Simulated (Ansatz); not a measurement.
Calculation for HgTe (zincblende type): DFT, LDA, all-electron LAPW, scalar-relativistic (Ansatz 0.2.0).

The cell comes from a relaxation on PAW files under the same functional, begun from a prototype that needn't be the stable phase.

Command: `ansatz run input.yaml --threads 1 --pin off --max-ram 2048MiB --backend cpu --events-out ev --progress --plain --runs-dir out` It took 63 s on 1 thread of Arm Neoverse V2, on a shared host, peak memory 0.43 GiB.

```yaml
crystal:
  lattice:
    - [0.0, 3.2169425638, 3.2169425638]
    - [3.2169425638, 0.0, 3.2169425638]
    - [3.2169425638, 3.2169425638, 0.0]
  atoms:
    - { symbol: Hg, position: [0.0, 0.0, 0.0] }
    - { symbol: Te, position: [0.25, 0.25, 0.25] }
kpoints:
  mp_grid: { grid: [11, 11, 11] }
  band_path:
    path:
      - [0.0, 0.0, 0.0]
      - [-0.5, -0.5, 0.0]
      - [-0.375, -0.375, 0.25]
      - [-0.375, 0.0, 0.375]
      - [0.0, 0.0, 0.0]
      - [0.0, 0.0, 0.5]
      - [-0.5, -0.25, 0.25]
      - [-0.5, -0.5, 0.0]
    npoints: 14
scf:
  occupations: { method: fermi_dirac, width: 0.05 }
hamiltonian:
  xc: lda
  pseudopotentials: { kind: all_electron, lapw: { basis_error: 0.001 } }
output:
  forces: true
  stress: true
  eigenvalues: true
  populations: true
  dos: { projected: true, de: 0.2, e_range: [-14, 8] }
```

Output:

```
Hg: projections on atomic orbitals take those of the free atom 1s2 2s2 2p6 3s2 3p6 3d10 4s2 4p6 4d10 4f14 5s2 5p6 5d10 6s2, of charge +0.00 (hamiltonian.pseudopotentials.projection_atoms)
Te: projections on atomic orbitals take those of the free atom 1s2 2s2 2p6 3s2 3p6 3d10 4s2 4p6 4d10 5s2 5p4, of charge +0.00 (hamiltonian.pseudopotentials.projection_atoms)
LAPW: plane waves up to 8.288 Å⁻¹, error target 1.0e-3 eV per atom; small_component_spin mean_spin; Te in spheres of 1.375 Å, 24 of its electrons in bands, Dirac shells []; Hg in spheres of 1.411 Å, 44 of its electrons in bands, Dirac shells [] (how accurate: hamiltonian.pseudopotentials.lapw.basis_error, Limitations)
Engine: ansatz 0.2.0
Pseudopotentials: kind: all_electron
Pseudopotential: Hg, LAPW, valence charge 44, lapw/all_electron/scalar/gaussian/Hg, Koelling and Harmon's equation, gaussian nucleus
Pseudopotential: Te, LAPW, valence charge 24, lapw/all_electron/scalar/gaussian/Te, Koelling and Harmon's equation, gaussian nucleus
Functional definition: SPW92
  exchange = slater_x
  correlation = pw_c
Crystal: 2 atoms, lattice volume = 66.582 Å³
Basis set: ecut = 261.6813298524496 eV, 645 PW (Γ), exchange–correlation at level 2
Bands: 41, of which v1, the nominal top of the filled ones, is band 34 counted from 1 (33 counted from 0)
Symmetry: 24 space group operations
Space group: F-43m (ITA 216), of the structure as read, at distance tolerance 4.1e-5 Å
k-points: 56 of 1331 (time reversal used)
Non-local potential: Hg, projectors of the file, none
Non-local potential: Te, projectors of the file, none
Initial density: superposition of atomic densities (chi_scale 0.1, normalization cell, long waves kept (reshape's long-wave potential 0.00 eV rms))
Initial wavefunctions: plane waves of lowest kinetic energy (no species holds an atomic orbital)
Functional: x = slater, c = lda
iter 1 solved again at ethr=5.34e-4 eV; its pass at ethr=1.00e-1 eV (dr2=3.63e-1 eV) is discarded
SCF iter   1: F=—  HF=-718271.278906 eV  |F-HF|=—  |Δ(HF+E_count)|=         —  Δρ=1.81e-2  dr2=3.64e-1  ethr=5.34e-4  ⟨swp⟩=2.6  Hψ=14316  notcnv=0
preconditioner: auto → none  [insulator: Δε(μ)=0.477 eV  Ē_g=12.234 eV  σ=0.050 eV  W_gap=0.85  n_scr=14 (ndim 8)  ℏωp=19.3 eV  f_vac=0.324  D(μ)=0.03/eV (n_scr^D=0)  ε∞_Penn≈3.5]
iter 2 solved again at ethr=4.37e-5 eV; its pass at ethr=5.34e-4 eV (dr2=2.97e-2 eV) is discarded
SCF iter   2: F=—  HF=-718271.092755 eV  |F-HF|=—  |Δ(HF+E_count)|=   1.86e-1  Δρ=6.02e-3  dr2=2.98e-2  ethr=4.37e-5  ⟨swp⟩=2.0  Hψ=11798  notcnv=0
SCF iter   3: F=—  HF=-718271.052325 eV  |F-HF|=—  |Δ(HF+E_count)|=   4.04e-2  Δρ=3.53e-3  dr2=6.31e-3  ethr=4.37e-5  ⟨swp⟩=2.0  Hψ=7030  notcnv=0
SCF iter   4: F=—  HF=-718271.049979 eV  |F-HF|=—  |Δ(HF+E_count)|=         —  Δρ=7.95e-4  dr2=3.07e-4  ethr=9.29e-6  ⟨swp⟩=2.0  Hψ=6666  notcnv=0
the basis was enlarged: its passes take 44.7 KiB over the memory plan, 1 of 1 planned eigensolver slots
SCF iter   5: F=—  HF=-718271.049843 eV  |F-HF|=—  |Δ(HF+E_count)|=   1.36e-4  Δρ=9.70e-5  dr2=3.47e-6  ethr=4.51e-7  ⟨swp⟩=2.0  Hψ=6666  notcnv=0
SCF iter   6: F=—  HF=-718271.049843 eV  |F-HF|=—  |Δ(HF+E_count)|=   1.19e-7  Δρ=1.68e-5  dr2=1.43e-7  ethr=5.11e-9  ⟨swp⟩=2.0  Hψ=6666  notcnv=0
SCF iter   7: F=-718271.049843 eV  HF=-718271.049843 eV  |F-HF|=1.05e-9  |Δ(HF+E_count)|=   1.43e-7  Δρ=3.44e-6  dr2=3.88e-9  ethr=2.10e-10  ⟨swp⟩=2.3  Hψ=6681  notcnv=0
SCF 1 converged in 7 iterations: F = -718271.049843 eV  dr2 = 3.88e-9
NSCF: frozen V_eff on 99 k-points
SCF converged after 7 iterations
Free energy (F): -718271.049843 eV
Harris-Foulkes:  -718271.049843 eV  (|F-HF|=1.05e-9)
Internal energy: -718271.049533 eV  (E = F + TS)
E sigma→0 (E₀):  -718271.049688 eV
Entropy (-TS):   -0.000310 eV (-0.155 meV/atom)
Fermi energy:    10.850555 eV
--- Per-component energies (eV) ---
  E_band       = -6081.141446
  E_kinetic    = 805269.178312
  E_xc         = -14479.228850
  E_electrostatic = -1509060.998995  (all electrons and nuclei)
  E_smearing   = -0.000310  (= −TS)
  E_closure    = 0.000000  (closes the sum)
  E_atoms      = -718266.013367  (free atoms, spherical and without spin; not in F)
  Σ components = -718271.049843   (vs F -718271.049843, Δ=0.00e0)
  Basis errors (estimates in eV, not in F): energy 4.3e-4 per atom: plane waves 3.9e-4 (2.3e-4 summed), levels above the bands 2.2e-82, relativity 6.8e-9, radial functions 3.7e-5, core shells 1.4e-8; eigenvalues (radial functions only) 9.0e-7; not estimated: angular momenta, meshes, grids; target (lapw.basis_error) 1.0e-3; muffin-tin radii Te 1.375 Å, Hg 1.411 Å
--- Forces (eV/Å), atoms counted from 1 ---
  atom   1  Hg    -0.00000000     0.00000000    -0.00000000
  atom   2  Te     0.00000000    -0.00000000     0.00000000
  max |Σ_I F_I| component: 1.85e-17 eV/Å
--- Stress (GPa, compression-positive) ---
        0.031954      -0.000000      -0.000000
       -0.000000       0.031954       0.000000
       -0.000000       0.000000       0.031954
  P = ⅓ Tr σ = 0.0320 GPa (0.320 kbar)
--- Band table (eV; the first three rows and the last of 56) ---
  k-point 0: bands = ["-334.1735", "-334.1735", "-334.1717", "-334.1717", "-334.1717", "-148.1072", "-104.3461", "-98.3247", "-98.3247", "-98.3247", "-82.3695", "-82.3695", "-82.3695", "-82.3684", "-82.3684", "-82.3684", "-82.3673", "-52.6643", "-52.6643", "-52.6643", "-25.9226", "-25.9226", "-25.9226", "-25.9127", "-25.9127", "-1.4124", "3.3439", "3.3439", "3.3439", "3.8953", "3.8953", "9.8737", "10.7655", "10.7655", "10.7655", "14.9301", "14.9301", "14.9301", "16.9774", "20.4586", "20.4586"]
  k-point 1: bands = ["-334.1735", "-334.1735", "-334.1717", "-334.1717", "-334.1717", "-148.1072", "-104.3461", "-98.3247", "-98.3247", "-98.3247", "-82.3695", "-82.3695", "-82.3695", "-82.3684", "-82.3684", "-82.3684", "-82.3673", "-52.6643", "-52.6643", "-52.6643", "-25.9226", "-25.9226", "-25.9226", "-25.9127", "-25.9127", "-1.3696", "3.3561", "3.3561", "3.3567", "3.8938", "3.8938", "9.2035", "10.6645", "10.6645", "11.1881", "14.8000", "15.0639", "15.0639", "17.5862", "19.7191", "19.7191"]
  k-point 2: bands = ["-334.1735", "-334.1735", "-334.1717", "-334.1717", "-334.1717", "-148.1072", "-104.3461", "-98.3247", "-98.3247", "-98.3247", "-82.3695", "-82.3695", "-82.3695", "-82.3684", "-82.3684", "-82.3684", "-82.3673", "-52.6644", "-52.6643", "-52.6643", "-25.9227", "-25.9225", "-25.9225", "-25.9126", "-25.9126", "-1.2513", "3.3876", "3.3876", "3.4085", "3.8919", "3.8919", "8.1266", "10.4177", "10.4177", "11.5026", "14.9964", "15.3668", "15.3668", "18.3815", "19.2903", "19.2903"]
  k-point 55: bands = ["-334.1735", "-334.1735", "-334.1717", "-334.1717", "-334.1717", "-148.1072", "-104.3461", "-98.3247", "-98.3247", "-98.3247", "-82.3695", "-82.3695", "-82.3695", "-82.3684", "-82.3684", "-82.3684", "-82.3673", "-52.6644", "-52.6644", "-52.6644", "-25.9230", "-25.9226", "-25.9221", "-25.9126", "-25.9123", "-0.6210", "3.5644", "3.6194", "3.8274", "3.8669", "4.4900", "5.1398", "7.8681", "8.3454", "13.7261", "15.1370", "16.1087", "17.0162", "19.8080", "21.2469", "22.3771"]
--- Löwdin populations: 2 sites ---
  site symbol       q [e]
     0     Hg     79.0196
     1     Te     52.7352
  spilling = 0.001858 (of n_electrons = 132.000000)
```

populations.tsv:

```
# site	symbol	l	j	q
# orbitals = lowdin
# n_electrons = 132.000000
# spilling = 0.001858
# projection_atom_Hg: 1s2 2s2 2p6 3s2 3p6 3d10 4s2 4p6 4d10 4f14 5s2 5p6 5d10 6s2
# projection_atom_Te: 1s2 2s2 2p6 3s2 3p6 3d10 4s2 4p6 4d10 5s2 5p4
0	Hg	0_1S	-	1.999999
0	Hg	0_2S	-	1.999995
0	Hg	0_3S	-	1.999944
0	Hg	0_4S	-	1.999443
0	Hg	0_5S	-	1.992424
0	Hg	0_6S	-	1.078884
0	Hg	1_2P	-	6.000000
0	Hg	1_3P	-	5.999997
0	Hg	1_4P	-	5.999984
0	Hg	1_5P	-	5.999230
0	Hg	2_3D	-	9.999998
0	Hg	2_4D	-	9.999986
0	Hg	2_5D	-	9.949701
0	Hg	3_4F	-	13.999985
1	Te	0_1S	-	1.999999
1	Te	0_2S	-	1.999994
1	Te	0_3S	-	1.999926
1	Te	0_4S	-	1.999150
1	Te	0_5S	-	1.930695
1	Te	1_2P	-	5.999999
1	Te	1_3P	-	5.999980
1	Te	1_4P	-	5.999504
1	Te	1_5P	-	4.806654
1	Te	2_3D	-	9.999989
1	Te	2_4D	-	9.999303
```

Next run (volume at 0.94 of the series' base cell), as changes to the input before:

```diff
   lattice:
-    - [0.0, 3.2169425638, 3.2169425638]
-    - [3.2169425638, 0.0, 3.2169425638]
-    - [3.2169425638, 3.2169425638, 0.0]
+    - [0.0, 3.151272248, 3.151272248]
+    - [3.151272248, 0.0, 3.151272248]
+    - [3.151272248, 3.151272248, 0.0]
   atoms:
   mp_grid: { grid: [11, 11, 11] }
-  band_path:
-    path:
-      - [0.0, 0.0, 0.0]
-      - [-0.5, -0.5, 0.0]
-      - [-0.375, -0.375, 0.25]
-      - [-0.375, 0.0, 0.375]
-      - [0.0, 0.0, 0.0]
-      - [0.0, 0.0, 0.5]
-      - [-0.5, -0.25, 0.25]
-      - [-0.5, -0.5, 0.0]
-    npoints: 14
 scf:
   populations: true
-  dos: { projected: true, de: 0.2, e_range: [-14, 8] }
```

Results part of the output:

```
SCF 1 converged in 7 iterations: F = -718271.008697 eV  dr2 = 4.67e-9
SCF converged after 7 iterations
Free energy (F): -718271.008697 eV
Harris-Foulkes:  -718271.008697 eV  (|F-HF|=5.82e-10)
Internal energy: -718271.008410 eV  (E = F + TS)
E sigma→0 (E₀):  -718271.008554 eV
Entropy (-TS):   -0.000288 eV (-0.144 meV/atom)
Fermi energy:    12.034744 eV
--- Per-component energies (eV) ---
  E_band       = -6018.469130
  E_kinetic    = 805273.395845
  E_xc         = -14480.212414
  E_electrostatic = -1509064.191841  (all electrons and nuclei)
  E_smearing   = -0.000288  (= −TS)
  E_closure    = 0.000000  (closes the sum)
  E_atoms      = -718266.013367  (free atoms, spherical and without spin; not in F)
  Σ components = -718271.008697   (vs F -718271.008697, Δ=0.00e0)
  Basis errors (estimates in eV, not in F): energy 4.4e-4 per atom: plane waves 3.9e-4 (2.3e-4 summed), levels above the bands 5.0e-82, relativity 8.3e-9, radial functions 4.2e-5, core shells 2.8e-8; eigenvalues (radial functions only) 9.5e-7; not estimated: angular momenta, meshes, grids; target (lapw.basis_error) 1.0e-3; muffin-tin radii Te 1.349 Å, Hg 1.381 Å
--- Forces (eV/Å), atoms counted from 1 ---
  atom   1  Hg    -0.00000000     0.00000000    -0.00000000
  atom   2  Te     0.00000000    -0.00000000     0.00000000
  max |Σ_I F_I| component: 7.40e-17 eV/Å
--- Stress (GPa, compression-positive) ---
        3.484306       0.000000      -0.000000
        0.000000       3.484306       0.000000
       -0.000000       0.000000       3.484306
  P = ⅓ Tr σ = 3.4843 GPa (34.843 kbar)
--- Band table (eV; the first three rows and the last of 56) ---
  k-point 0: bands = ["-333.2635", "-333.2635", "-333.2617", "-333.2617", "-333.2617", "-147.1108", "-103.4449", "-97.3302", "-97.3302", "-97.3302", "-81.4603", "-81.4603", "-81.4603", "-81.4593", "-81.4593", "-81.4593", "-81.4583", "-51.7661", "-51.7661", "-51.7661", "-24.9376", "-24.9376", "-24.9376", "-24.9246", "-24.9246", "-0.7003", "4.1398", "4.1398", "4.1398", "4.7710", "4.7710", "11.2187", "11.9584", "11.9584", "11.9584", "16.0056", "16.0056", "16.0056", "18.1392", "21.5879", "21.5879"]
  k-point 1: bands = ["-333.2635", "-333.2635", "-333.2617", "-333.2617", "-333.2617", "-147.1108", "-103.4449", "-97.3302", "-97.3302", "-97.3302", "-81.4603", "-81.4603", "-81.4603", "-81.4593", "-81.4593", "-81.4593", "-81.4583", "-51.7661", "-51.7661", "-51.7661", "-24.9376", "-24.9375", "-24.9375", "-24.9246", "-24.9246", "-0.6520", "4.1514", "4.1537", "4.1537", "4.7691", "4.7691", "10.4361", "11.8420", "11.8420", "12.4466", "15.8939", "16.1537", "16.1537", "18.7785", "20.9060", "20.9060"]
  k-point 2: bands = ["-333.2635", "-333.2635", "-333.2617", "-333.2617", "-333.2617", "-147.1108", "-103.4449", "-97.3302", "-97.3302", "-97.3302", "-81.4603", "-81.4603", "-81.4603", "-81.4593", "-81.4593", "-81.4593", "-81.4583", "-51.7662", "-51.7661", "-51.7661", "-24.9378", "-24.9375", "-24.9375", "-24.9245", "-24.9245", "-0.5182", "4.1896", "4.1896", "4.2016", "4.7666", "4.7666", "9.2466", "11.5605", "11.5605", "12.7459", "16.1655", "16.4844", "16.4844", "19.5467", "20.4713", "20.4713"]
  k-point 55: bands = ["-333.2635", "-333.2635", "-333.2617", "-333.2617", "-333.2617", "-147.1108", "-103.4449", "-97.3302", "-97.3302", "-97.3302", "-81.4603", "-81.4603", "-81.4603", "-81.4593", "-81.4593", "-81.4593", "-81.4583", "-51.7663", "-51.7662", "-51.7662", "-24.9382", "-24.9377", "-24.9370", "-24.9245", "-24.9240", "0.2010", "4.3803", "4.4569", "4.6875", "4.7310", "5.4592", "5.9614", "8.7178", "9.2563", "15.0430", "16.2918", "17.3191", "18.1545", "21.2868", "22.5760", "23.8161"]
--- Löwdin populations: 2 sites ---
  site symbol       q [e]
     0     Hg     78.9870
     1     Te     52.7519
  spilling = 0.001978 (of n_electrons = 132.000000)
```

Next run (volume at 0.88 of the series' base cell), as changes to the input before:

```diff
   lattice:
-    - [0.0, 3.151272248, 3.151272248]
-    - [3.151272248, 0.0, 3.151272248]
-    - [3.151272248, 3.151272248, 0.0]
+    - [0.0, 3.0827444958, 3.0827444958]
+    - [3.0827444958, 0.0, 3.0827444958]
+    - [3.0827444958, 3.0827444958, 0.0]
   atoms:
```

Results part of the output:

```
SCF 1 converged in 7 iterations: F = -718270.863512 eV  dr2 = 5.91e-9
SCF converged after 7 iterations
Free energy (F): -718270.863512 eV
Harris-Foulkes:  -718270.863512 eV  (|F-HF|=8.15e-10)
Internal energy: -718270.863245 eV  (E = F + TS)
E sigma→0 (E₀):  -718270.863379 eV
Entropy (-TS):   -0.000266 eV (-0.133 meV/atom)
Fermi energy:    13.392639 eV
--- Per-component energies (eV) ---
  E_band       = -5947.664022
  E_kinetic    = 805278.731339
  E_xc         = -14481.368635
  E_electrostatic = -1509068.225949  (all electrons and nuclei)
  E_smearing   = -0.000266  (= −TS)
  E_closure    = 0.000000  (closes the sum)
  E_atoms      = -718266.013367  (free atoms, spherical and without spin; not in F)
  Σ components = -718270.863512   (vs F -718270.863512, Δ=0.00e0)
  Basis errors (estimates in eV, not in F): energy 4.3e-4 per atom: plane waves 4.0e-4 (2.3e-4 summed), levels above the bands 2.5e-81, relativity 1.0e-8, radial functions 3.9e-5, core shells 6.1e-8; eigenvalues (radial functions only) 9.9e-7; not estimated: angular momenta, meshes, grids; target (lapw.basis_error) 1.0e-3; muffin-tin radii Te 1.321 Å, Hg 1.349 Å
--- Forces (eV/Å), atoms counted from 1 ---
  atom   1  Hg    -0.00000000     0.00000000     0.00000000
  atom   2  Te     0.00000000    -0.00000000     0.00000000
  max |Σ_I F_I| component: 7.40e-17 eV/Å
--- Stress (GPa, compression-positive) ---
        8.473668       0.000000      -0.000000
        0.000000       8.473668       0.000000
       -0.000000       0.000000       8.473668
  P = ⅓ Tr σ = 8.4737 GPa (84.737 kbar)
--- Band table (eV; the first three rows and the last of 56) ---
  k-point 0: bands = ["-332.2360", "-332.2360", "-332.2344", "-332.2344", "-332.2344", "-145.9818", "-102.4291", "-96.2037", "-96.2037", "-96.2037", "-80.4338", "-80.4338", "-80.4338", "-80.4330", "-80.4330", "-80.4330", "-80.4322", "-50.7550", "-50.7550", "-50.7550", "-23.8232", "-23.8232", "-23.8232", "-23.8062", "-23.8062", "0.0978", "5.0322", "5.0322", "5.0322", "5.7553", "5.7553", "12.7559", "13.3256", "13.3256", "13.3256", "17.2294", "17.2294", "17.2294", "19.4540", "22.8580", "22.8580"]
  k-point 1: bands = ["-332.2360", "-332.2360", "-332.2344", "-332.2344", "-332.2344", "-145.9818", "-102.4291", "-96.2037", "-96.2037", "-96.2037", "-80.4338", "-80.4338", "-80.4338", "-80.4330", "-80.4330", "-80.4330", "-80.4322", "-50.7550", "-50.7550", "-50.7550", "-23.8233", "-23.8232", "-23.8232", "-23.8062", "-23.8062", "0.1524", "5.0420", "5.0481", "5.0481", "5.7528", "5.7528", "11.8375", "13.1900", "13.1900", "13.8899", "17.1427", "17.3947", "17.3947", "20.1274", "22.2411", "22.2411"]
  k-point 2: bands = ["-332.2360", "-332.2360", "-332.2344", "-332.2344", "-332.2344", "-145.9818", "-102.4291", "-96.2037", "-96.2037", "-96.2037", "-80.4338", "-80.4338", "-80.4338", "-80.4330", "-80.4330", "-80.4330", "-80.4322", "-50.7551", "-50.7550", "-50.7550", "-23.8235", "-23.8231", "-23.8231", "-23.8061", "-23.8061", "0.3038", "5.0891", "5.0891", "5.0896", "5.7494", "5.7494", "10.5223", "12.8670", "12.8670", "14.1609", "17.5044", "17.7575", "17.7575", "20.8534", "21.8067", "21.8067"]
  k-point 55: bands = ["-332.2360", "-332.2360", "-332.2344", "-332.2344", "-332.2344", "-145.9818", "-102.4291", "-96.2037", "-96.2037", "-96.2037", "-80.4338", "-80.4338", "-80.4338", "-80.4330", "-80.4330", "-80.4330", "-80.4322", "-50.7552", "-50.7551", "-50.7551", "-23.8242", "-23.8235", "-23.8225", "-23.8061", "-23.8054", "1.1244", "5.2919", "5.3973", "5.6495", "5.7021", "6.5367", "6.9264", "9.6831", "10.2980", "16.5214", "17.6141", "18.6903", "19.4529", "22.9574", "24.0787", "25.3607"]
--- Löwdin populations: 2 sites ---
  site symbol       q [e]
     0     Hg     78.9531
     1     Te     52.7679
  spilling = 0.002114 (of n_electrons = 132.000000)
```

Next run (volume at 0.8 of the series' base cell), as changes to the input before:

```diff
   lattice:
-    - [0.0, 3.0827444958, 3.0827444958]
-    - [3.0827444958, 0.0, 3.0827444958]
-    - [3.0827444958, 3.0827444958, 0.0]
+    - [0.0, 2.9863449365, 2.9863449365]
+    - [2.9863449365, 0.0, 2.9863449365]
+    - [2.9863449365, 2.9863449365, 0.0]
   atoms:
```

Command: `ansatz run input.yaml --threads 1 --pin off --max-ram 2048MiB --backend cpu --events-out ev --progress --plain --runs-dir out` It took 49 s on 1 thread of Arm Neoverse V2, with other jobs on the host, peak memory 0.43 GiB.

Results part of the output:

```
SCF 1 converged in 7 iterations: F = -718270.424378 eV  dr2 = 8.05e-9
SCF converged after 7 iterations
Free energy (F): -718270.424378 eV
Harris-Foulkes:  -718270.424378 eV  (|F-HF|=9.31e-10)
Internal energy: -718270.424145 eV  (E = F + TS)
E sigma→0 (E₀):  -718270.424261 eV
Entropy (-TS):   -0.000233 eV (-0.117 meV/atom)
Fermi energy:    15.543461 eV
--- Per-component energies (eV) ---
  E_band       = -5837.523494
  E_kinetic    = 805288.270583
  E_xc         = -14483.258809
  E_electrostatic = -1509075.435919  (all electrons and nuclei)
  E_smearing   = -0.000233  (= −TS)
  E_closure    = 0.000000  (closes the sum)
  E_atoms      = -718266.013367  (free atoms, spherical and without spin; not in F)
  Σ components = -718270.424378   (vs F -718270.424378, Δ=0.00e0)
  Basis errors (estimates in eV, not in F): energy 4.4e-4 per atom: plane waves 4.0e-4 (2.3e-4 summed), levels above the bands 7.0e-80, relativity 1.2e-8, radial functions 4.2e-5, core shells 1.8e-7; eigenvalues (radial functions only) 1.2e-6; not estimated: angular momenta, meshes, grids; target (lapw.basis_error) 1.0e-3; muffin-tin radii Te 1.282 Å, Hg 1.305 Å
--- Forces (eV/Å), atoms counted from 1 ---
  atom   1  Hg    -0.00000000     0.00000000    -0.00000000
  atom   2  Te     0.00000000    -0.00000000     0.00000000
  max |Σ_I F_I| component: 7.40e-17 eV/Å
--- Stress (GPa, compression-positive) ---
       18.816039       0.000000      -0.000000
        0.000000      18.816039       0.000000
       -0.000000       0.000000      18.816039
  P = ⅓ Tr σ = 18.8160 GPa (188.160 kbar)
--- Band table (eV; the first three rows and the last of 56) ---
  k-point 0: bands = ["-330.6377", "-330.6377", "-330.6366", "-330.6366", "-330.6366", "-144.2206", "-100.8539", "-94.4471", "-94.4471", "-94.4471", "-78.8377", "-78.8377", "-78.8377", "-78.8372", "-78.8372", "-78.8372", "-78.8369", "-49.1893", "-49.1893", "-49.1893", "-22.0884", "-22.0884", "-22.0884", "-22.0641", "-22.0641", "1.3304", "6.4089", "6.4089", "6.4089", "7.2765", "7.2765", "15.1703", "15.4888", "15.4888", "15.4888", "19.1501", "19.1501", "19.1501", "21.5034", "24.8217", "24.8217"]
  k-point 1: bands = ["-330.6377", "-330.6377", "-330.6366", "-330.6366", "-330.6366", "-144.2206", "-100.8539", "-94.4471", "-94.4471", "-94.4471", "-78.8377", "-78.8377", "-78.8377", "-78.8372", "-78.8372", "-78.8372", "-78.8369", "-49.1894", "-49.1894", "-49.1894", "-22.0885", "-22.0883", "-22.0883", "-22.0641", "-22.0641", "1.3947", "6.4158", "6.4280", "6.4280", "7.2731", "7.2731", "14.0281", "15.3198", "15.3198", "16.1681", "19.1124", "19.3446", "19.3446", "22.2286", "24.3016", "24.3016"]
  k-point 2: bands = ["-330.6377", "-330.6377", "-330.6366", "-330.6366", "-330.6366", "-144.2206", "-100.8539", "-94.4471", "-94.4471", "-94.4471", "-78.8377", "-78.8377", "-78.8377", "-78.8372", "-78.8372", "-78.8372", "-78.8369", "-49.1895", "-49.1894", "-49.1894", "-22.0890", "-22.0883", "-22.0883", "-22.0640", "-22.0640", "1.5735", "6.4581", "6.4772", "6.4772", "7.2680", "7.2680", "12.5206", "14.9272", "14.9272", "16.3759", "19.6191", "19.7592", "19.7592", "22.8685", "23.8825", "23.8825"]
  k-point 55: bands = ["-330.6377", "-330.6377", "-330.6366", "-330.6366", "-330.6366", "-144.2206", "-100.8539", "-94.4471", "-94.4471", "-94.4471", "-78.8377", "-78.8377", "-78.8377", "-78.8372", "-78.8372", "-78.8372", "-78.8369", "-49.1898", "-49.1896", "-49.1895", "-22.0903", "-22.0892", "-22.0874", "-22.0638", "-22.0628", "2.5518", "6.6912", "6.8499", "7.1260", "7.2053", "8.1435", "8.5334", "11.1953", "11.9428", "18.7916", "19.7112", "20.8280", "21.4968", "25.5474", "26.4160", "27.7472"]
--- Löwdin populations: 2 sites ---
  site symbol       q [e]
     0     Hg     78.9055
     1     Te     52.7875
  spilling = 0.002326 (of n_electrons = 132.000000)
```

Spin–orbit coupling is left out, which matters for the heavy atoms. The structure type is held throughout; the real material can change phase at far lower pressure.
